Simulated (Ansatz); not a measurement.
Relaxed SiO2 (rutile):

```
CELL_PARAMETERS angstrom
      4.18475     0.00000     0.00000
      0.00000     4.18475     0.00000
      0.00000     0.00000     2.66845
ATOMIC_POSITIONS crystal
  Si 0.50000 0.50000 0.50000
  Si 0.00000 0.00000 0.00000
  O  0.80610 0.80610 0.50000
  O  0.30610 0.69390 0.00000
  O  0.69390 0.30610 0.00000
  O  0.19390 0.19390 0.50000
```

In this cell atom 5 (O, nearest neighbour Si at 1.760 Å; its periodic images, 2.7 Å or more away, move with it) is moved by u·(1.000, 0.000, 0.000) + v·(0.000, 1.000, 0.000); the rest is frozen.

All values below come from r2SCAN (plane waves to 500 eV, PAW, scalar-relativistic; Ansatz, an electronic-structure program). k mesh 7×7×10 (Γ-centred), Fermi-Dirac smearing 0.05 eV. E stands for the smeared free energy. Stress and pressure are positive under compression. Points where atoms come too close for the PAW data are left out (x in tables, blank in figures). SiO2 was relaxed with its symmetry unable to fall. The PAW data are Ansatz's earlier set. The zero of ΔE is the undisplaced structure. Axes are in Å.

ΔE (eV/cell), with u across and v down:

```tsv
v \ u	-0.440	-0.293	-0.147	0.000	0.147	0.293	0.440
-0.440	2.647	1.915	1.745	2.281	3.784	x	x
-0.293	1.976	1.135	0.786	1.004	1.914	3.714	x
-0.147	1.786	0.801	0.276	0.250	0.771	1.914	3.784
0.000	2.175	0.981	0.248	0.000	0.250	1.004	2.281
0.147	3.233	1.736	0.731	0.248	0.276	0.786	1.745
0.293	4.998	3.087	1.736	0.981	0.801	1.135	1.915
0.440	7.421	4.998	3.233	2.175	1.786	1.976	2.647
```

P (GPa), with u across and v down:

```
v \ u   -0.440  -0.293  -0.147  0.000  0.147  0.293  0.440
------  ------  ------  ------  -----  -----  -----  -----
-0.440     5.2     2.4     3.5    9.7   22.8      x      x
-0.293     6.7     1.8     0.1    2.5    9.9   23.6      x
-0.147    11.6     4.7     0.4   -0.7    2.2    9.9   22.8
0.000     20.1    11.0     4.1    0.0   -0.7    2.5    9.7
0.147     32.1    20.6    11.0    4.1    0.4    0.1    3.5
0.293     47.2    32.9    20.6   11.0    4.7    1.8    2.4
0.440     64.4    47.2    32.1   20.1   11.6    6.7    5.2
```

What the scan shows:

| Quantity | Value |
|---|---|
| Principal force constants in the plane (five-point differences of the forces) | 12.7 and 33.5 eV/Å² |
| Softest direction at the centre | 45° from u towards v |
| Centre of the map | a minimum |
| Lowest place on the grid | u = 0.000 Å, v = 0.000 Å (0 meV/cell) |

(A displaced cell: forces are minus the slopes of the energy, force constants its curvatures, and phonons follow from these.)
